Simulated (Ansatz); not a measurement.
Ansatz input file:

```yaml
crystal:
  lattice:
    - [3.7882059893, 0.0, 0.0]
    - [-1.8941029947, 3.2806826216, 0.0]
    - [0.0, 0.0, 17.9680905534]
  atoms:
    - { symbol: Ca, position: [0.66666667, 0.33333333, 0.85337041] }
    - { symbol: Ca, position: [0.0, 0.0, 0.67605356] }
    - { symbol: Ca, position: [0.66666667, 0.33333333, 0.5] }
    - { symbol: Ca, position: [0.0, 0.0, 0.32394644] }
    - { symbol: Ca, position: [0.66666667, 0.33333333, 0.14662959] }
    - { symbol: Mg, position: [0.0, 0.0, 0.0] }
basis:
  ecutwfc: 500
kpoints:
  mp_grid: { grid: [12, 12, 2] }
hamiltonian:
  xc: r2scan
scf:
  occupations: { method: gaussian, width: 0.1 }
output:
  forces: true
  stress: true
  eigenvalues: true
  populations: true
```

It can be run as
```bash
ansatz run input.yaml --threads 1 --pin off --backend cpu --events-out ev --progress --plain --runs-dir out  # memory cap (--max-ram) not shown
```

Level of theory: DFT r2SCAN, scalar-relativistic, plane waves, PAW (Ansatz 0.2.0).

Abridged output:

```
Pseudopotentials: kind: paw
Pseudopotential: Ca, paw, valence charge 10, recommended cutoff 500 eV (meta_gga)
Pseudopotential: Mg, paw, valence charge 10, recommended cutoff 500 eV (meta_gga)
Functional definition: r2SCAN
Crystal: 6 atoms, lattice volume = 223.306 Å³
Basis set: ecut = 500 eV, 5609 PW (Γ), exchange–correlation on 120×120×540 points (64 copies of the dense FFT grid, shifted against one another)
Bands: 36, of which v1, the nominal top of the filled ones, is band 30 counted from 1 (29 counted from 0)
Symmetry: 12 space group operations
Space group: P-6m2 (ITA 187), of the structure as read, at distance tolerance 6.1e-5 Å
k-points: 38 of 288 (time reversal used)
Initial density: superposition of atomic densities (neutral atoms: chi_scale 0, normalization atom), corrected by the library's trained network
Initial wavefunctions: pseudopotential atomic-orbital guess
Functional: x = r2scan, c = r2scan; τ floored in thin density (d = 2e-4 eV/Å³)
SCF iter   1: F=—  HF=-11034.356784 eV  |F-HF|=—  |Δ(HF+E_count)|=         —  Δρ=5.14e-3  dr2=1.09e-1  dr2_τ=7.33e-3  ethr=1.77e-3  ⟨swp⟩=9.6  Hψ=6427  notcnv=0
SCF iter   2: F=—  HF=-11034.472622 eV  |F-HF|=—  |Δ(HF+E_count)|=   1.16e-1  Δρ=2.72e-3  dr2=3.55e-2  dr2_τ=3.63e-4  ethr=1.82e-4  ⟨swp⟩=2.5  Hψ=2755  notcnv=0  defer=24
SCF iter   3: F=—  HF=-11034.471156 eV  |F-HF|=—  |Δ(HF+E_count)|=   1.47e-3  Δρ=7.71e-4  dr2=3.10e-3  dr2_τ=8.42e-5  ethr=5.92e-5  ⟨swp⟩=2.9  Hψ=2407  notcnv=0  defer=24
SCF iter   4: F=—  HF=-11034.471184 eV  |F-HF|=—  |Δ(HF+E_count)|=   2.72e-5  Δρ=3.17e-4  dr2=4.16e-4  dr2_τ=9.85e-6  ethr=5.16e-6  ⟨swp⟩=2.6  Hψ=2299  notcnv=0  defer=24
SCF iter   5: F=—  HF=-11034.471162 eV  |F-HF|=—  |Δ(HF+E_count)|=   2.19e-5  Δρ=3.99e-5  dr2=6.94e-6  dr2_τ=5.96e-7  ethr=6.93e-7  ⟨swp⟩=3.0  Hψ=2327  notcnv=0  defer=24
SCF iter   6: F=—  HF=-11034.471299 eV  |F-HF|=—  |Δ(HF+E_count)|=   1.37e-4  Δρ=1.37e-5  dr2=1.01e-6  dr2_τ=2.56e-8  ethr=1.16e-8  ⟨swp⟩=2.0  Hψ=2524  notcnv=0  defer=24
SCF iter   7: F=-11034.471299 eV  HF=-11034.471299 eV  |F-HF|=5.14e-8  |Δ(HF+E_count)|=   1.60e-7  Δρ=3.68e-6  dr2=9.83e-8  dr2_τ=2.09e-9  ethr=1.67e-10  ⟨swp⟩=7.4  Hψ=6685  notcnv=0
SCF 1 converged in 7 iterations: F = -11034.471299 eV  dr2 = 9.83e-8
SCF converged after 7 iterations
Free energy (F): -11034.471299 eV
Harris-Foulkes:  -11034.471299 eV  (|F-HF|=5.14e-8)
Internal energy: -11034.436084 eV  (E = F + TS)
E sigma→0 (E₀):  -11034.453692 eV
Entropy (-TS):   -0.035215 eV (-5.869 meV/atom)
Fermi energy:    5.395808 eV
--- Per-component energies (eV) ---
  E_band       = -1268.184785
  E_kinetic    = 1453.357920
  E_local      = -5991.603901  (includes V_loc(G=0)·N_el)
  E_nonlocal   = 412.675435
  E_hartree    = 2071.579522
  E_xc         = -701.759242
  E_vxc        = -995.993515  (∫ρ·V_xc dr)
  E_paw        = -4615.269284  (= ΣΔE_a)
  E_vpaw       = -350.184364  (= ΣTr[D̂ρ^β])
  E_aug_tail   = -0.000022  (compensation charges beyond the density's cutoff)
  E_vtau       = 60.400369  (kinetic-family band-sum trace: ∫τ·v_τ [+ j·A + Jᵃ·Aᵃ] dr)
  E_ewald      = -3662.286977
  E_core_change = -1.129535  (= ΣΔE_core)
  E_smearing   = -0.035215  (= −TS)
--- Forces (eV/Å), atoms counted from 1 ---
  atom   1  Ca     0.00000000     0.00000000    -0.06450865
  atom   2  Ca     0.00000000     0.00000000     0.02729746
  atom   3  Ca     0.00000000     0.00000000     0.00000000
  atom   4  Ca     0.00000000     0.00000000    -0.02729746
  atom   5  Ca     0.00000000     0.00000000     0.06450865
  atom   6  Mg     0.00000000     0.00000000     0.00000000
--- Stress (GPa, compression-positive) ---
        1.437096       0.000000       0.000000
        0.000000       1.437096       0.000000
        0.000000       0.000000       1.941467
  P = ⅓ Tr σ = 1.6052 GPa (16.052 kbar)
--- Band table (eV; the first three rows and the last of 38) ---
  k-point 0: bands = ["-73.7272", "-38.8291", "-38.8291", "-38.8137", "-38.2863", "-38.2837", "-38.2676", "-38.1721", "-38.1719", "-18.4496", "-18.4025", "-18.3338", "-18.3252", "-18.3252", "-18.3217", "-18.3217", "-18.3040", "-18.3040", "-18.2782", "-18.2693", "-18.2098", "-18.2098", "-18.2097", "-18.2097", "0.2054", "1.1825", "1.4215", "2.7595", "2.7620", "4.4960", "5.1011", "6.5943", "6.6273", "7.7162", "7.8117", "8.0948"]
  k-point 1: bands = ["-73.7272", "-38.8291", "-38.8291", "-38.8137", "-38.2863", "-38.2837", "-38.2676", "-38.1721", "-38.1718", "-18.4497", "-18.4022", "-18.3344", "-18.3252", "-18.3252", "-18.3217", "-18.3217", "-18.3040", "-18.3040", "-18.2762", "-18.2709", "-18.2098", "-18.2098", "-18.2097", "-18.2097", "0.2118", "1.0435", "1.8519", "2.0017", "3.6481", "3.8041", "5.7988", "5.8029", "7.2587", "7.3132", "7.9430", "8.0965"]
  k-point 2: bands = ["-73.7272", "-38.8293", "-38.8291", "-38.8137", "-38.2851", "-38.2827", "-38.2668", "-38.1711", "-38.1709", "-18.4462", "-18.4012", "-18.3421", "-18.3354", "-18.3280", "-18.3242", "-18.3231", "-18.3147", "-18.3061", "-18.2765", "-18.2693", "-18.2201", "-18.2199", "-18.2122", "-18.2121", "0.3135", "1.2983", "1.5387", "2.8583", "2.8704", "4.6069", "5.1204", "6.6079", "6.6390", "7.7347", "7.7485", "7.9653"]
  k-point 37: bands = ["-73.7271", "-38.8314", "-38.8313", "-38.8131", "-38.2671", "-38.2671", "-38.2537", "-38.1557", "-38.1556", "-18.4448", "-18.4407", "-18.4330", "-18.4323", "-18.4290", "-18.4021", "-18.3705", "-18.3548", "-18.3371", "-18.3157", "-18.3156", "-18.3085", "-18.3060", "-18.2645", "-18.2634", "4.3856", "4.8431", "5.0638", "5.2003", "5.2582", "5.3141", "5.4622", "5.6365", "5.6367", "5.8233", "5.8852", "5.9522"]
--- Löwdin populations: 6 sites ---
  site symbol q [e]
     0     Ca      9.4502
     1     Ca      9.4857
     2     Ca      9.4957
     3     Ca      9.4857
     4     Ca      9.4502
     5     Mg      9.5898
  spilling = 0.050709 (of n_electrons = 60.000000)
```

The calculation finished and met its thresholds.